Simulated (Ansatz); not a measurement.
This run works on a generated trial structure, not on a known crystal.

Input and command of a plane-wave DFT calculation in Ansatz:

```yaml
crystal:
  lattice:
    - [4.36436124, 0.0, 0.0]
    - [0.0, 4.36436124, 0.0]
    - [0.0, 0.0, 4.44993416]
  atoms:
    - { symbol: Cd, position: [0.0, 0.0, 0.5] }
    - { symbol: Cu, position: [0.0, 0.5, 0.0] }
    - { symbol: Cu, position: [0.5, 0.0, 0.0] }
    - { symbol: Cu, position: [0.5, 0.5, 0.5] }
    - { symbol: Mo, position: [0.5, 0.5, 0.0] }
basis:
  ecutwfc: 420
kpoints:
  mp_grid: { grid: [4, 4, 4] }
hamiltonian:
  xc: pbe
scf:
  occupations: { method: gaussian, width: 0.2 }
  lower_state_search: "off"
output:
  forces: true
  stress: true
  eigenvalues: true
relax:
  adjacent_minimum: "off"
  f_tol: 0.08
  max_steps: 16
  cell: { stress_tol: 0.8 }
```

```bash
ansatz run input.yaml --threads 1 --pin off --max-ram 2560MiB --backend cpu --events-out ev --progress --plain --runs-dir out
```

Processor: Intel(R) Xeon(R) Processor @ 2.50GHz (Skylake/Cascade Lake), 1 thread, on a host shared with other jobs.

Problem. How long does it run, and how much memory does it take?

Solution. About 75 s, peak memory 0.47 GiB. It solves 55 bands at 18 k points (after reduction by symmetry) with about 2007 plane waves (on the last cell), in 41 SCF iterations over 5 ionic steps.
